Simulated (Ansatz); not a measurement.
**Question.** Mg (hcp (Mg type), P6_3/mmc) is relaxed with plane-wave PAW PBEsol (Ansatz code). What lattice parameters of the conventional cell result?

**Answer.** a = 3.189 Å, c = 5.108 Å.

Symmetry was held in the PBEsol relaxation; phonons on a q-mesh show no instability. Axis ratios of metals converge slowly with the k-mesh, so a and c are less sure than the volume.

Potentials: the earlier of the program's two PAW sets.
